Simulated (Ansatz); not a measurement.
**CIO single point**

The input, for Ansatz 0.2.0 (plane waves, PAW):

```yaml
crystal:
  lattice:
    - [3.645114, 0.0, 0.0]
    - [0.0, 3.645114, 0.0]
    - [0.0, 0.0, 8.173405]
  atoms:
    - { symbol: C, position: [0.0, 0.5, 0.131] }
    - { symbol: C, position: [0.5, 0.0, 0.869] }
    - { symbol: O, position: [0.0, 0.0, 0.0] }
    - { symbol: O, position: [0.5, 0.5, 0.0] }
    - { symbol: I, position: [0.0, 0.5, 0.672] }
    - { symbol: I, position: [0.5, 0.0, 0.328] }
  symmetry: { tolerance: 0.0003 }
kpoints:
  mp_grid: { grid: [9, 9, 4], shift: [0, 0, 0] }
  band_path:
    path:
      - [0.0, 0.0, 0.0]
      - [0.0, 0.5, 0.0]
      - [0.5, 0.5, 0.0]
      - [0.0, 0.0, 0.0]
      - [0.0, 0.0, 0.5]
      - [0.0, 0.5, 0.5]
      - [0.5, 0.5, 0.5]
      - [0.0, 0.0, 0.5]
      - [0.0, 0.5, 0.0]
      - [0.0, 0.5, 0.5]
      - [0.5, 0.5, 0.0]
    npoints: 6
magnetization:
  spin_polarized: false
scf:
  occupations: { method: fermi_dirac }
  lower_state_search: "off"
  max_iter: 200
hamiltonian:
  pseudopotentials: { kind: paw }
  xc: pbe
basis:
  ecutwfc: 420
  fft_grid_basis: typed
output:
  forces: true
  stress: true
  eigenvalues: true
  bader: true
  populations: true
  elf: true
  write_potential: true
  volumetric_format: npy
  dos:
    e_range: [-12, 8]
    de: 0.05
    projected: { site_lists: { C: [C], I: [I], O: [O] } }
checkpoint:
  read: saved_state
```

The saved state is an earlier solution for the same cell, perhaps on another mesh. 

Excerpt of what it printed:

```
Pseudopotentials: kind: paw
Pseudopotential: C, paw, valence charge 4, recommended cutoff 420 eV (normal), C.paw.azcp
Pseudopotential: O, paw, valence charge 6, recommended cutoff 420 eV (normal), O.paw.azcp
Pseudopotential: I, paw, valence charge 17, recommended cutoff 420 eV (normal), I.paw.azcp
Functional definition: PBE
  exchange = pbe_x(kappa = kappa, mu = beta*pi^2/3)
  correlation = pbe_c(beta = beta)
Crystal: 6 atoms, lattice volume = 108.599 Å³
Basis set: ecut = 420 eV, 2115 PW (Γ), exchange–correlation on 50×50×120 points (8 copies of the dense FFT grid, shifted against one another)
Bands: 33, of which v1, the nominal top of the filled ones, is band 27 counted from 1 (26 counted from 0)
Symmetry: 16 space group operations
Space group: P4/nmm (ITA 129), of the structure as read, at distance tolerance 1.4e-3 Å
k-points: 45 of 324
Initial density: read from a saved state, or passed on in memory by an earlier SCF of this step, an earlier step, the calling program or the single point that the run made first
Functional: x = pbe(κ = 0.804, μ = 0.2195), c = pbe(β = 0.0667)
Free energy (F): -16645.6271 eV
Harris-Foulkes:  -16645.6271 eV  (|F-HF|=1.64e-9)
Internal energy: -16645.4254 eV  (E = F + TS)
E sigma→0 (E₀):  -16645.5263 eV
Entropy (-TS):   -0.2017 eV (-33.616 meV/atom)
Fermi energy:    6.1090 eV
--- Per-component energies (eV) ---
  E_band       = -757.8220
  E_kinetic    = 849.2106
  E_local      = -4248.6468  (includes V_loc(G=0)·N_el)
  E_nonlocal   = -30.9671
  E_hartree    = 2058.0244
  E_xc         = -485.5870
  E_vxc        = -545.4007  (∫ρ·V_xc dr)
  E_paw        = -10133.0268  (= ΣΔE_a)
  E_vpaw       = -898.0666  (= ΣTr[D̂ρ^β])
  E_aug_tail   = 0.0044  (compensation charges beyond the density's cutoff)
  E_ewald      = -4654.4370
  E_smearing   = -0.2017  (= −TS)
--- Forces (eV/Å), atoms counted from 1 ---
  atom   1  C      0.0000     0.0000    -2.9650
  atom   2  C      0.0000     0.0000     2.9650
  atom   3  O      0.0000     0.0000     0.0000
  atom   4  O      0.0000     0.0000     0.0000
  atom   5  I      0.0000     0.0000    -0.3843
  atom   6  I      0.0000     0.0000     0.3843
--- Stress (GPa, compression-positive) ---
      -11.9606       0.0000       0.0000
        0.0000     -11.9606       0.0000
        0.0000       0.0000      -6.3847
  P = ⅓ Tr σ = -10.1020 GPa (-101.020 kbar)
--- Löwdin populations: 6 sites ---
  site symbol       q [e]
     0      C      3.9578
     1      C      3.9578
     2      O      6.2636
     3      O      6.2636
     4      I     16.7216
     5      I     16.7216
  spilling = 0.0021 (of n_electrons = 54.0000)
--- Bader charges: 6 sites ---
  site symbol  charge [e]  shift [e]
     0      C      0.3394     0.0001
     1      C      0.3394     0.0001
     2      O     -0.5042     0.0001
     3      O     -0.5042     0.0001
     4      I      0.1649     0.0000
     5      I      0.1648     0.0000
```

Total energies depend on the potentials used, so only differences within one code and one set of settings carry meaning.

Origin: a known structure type with other elements, at an estimated volume, so it need not be a known compound. Caveats: many states at the Fermi level without spin polarisation, so a magnetic state may lie lower; atoms or cell far from equilibrium.
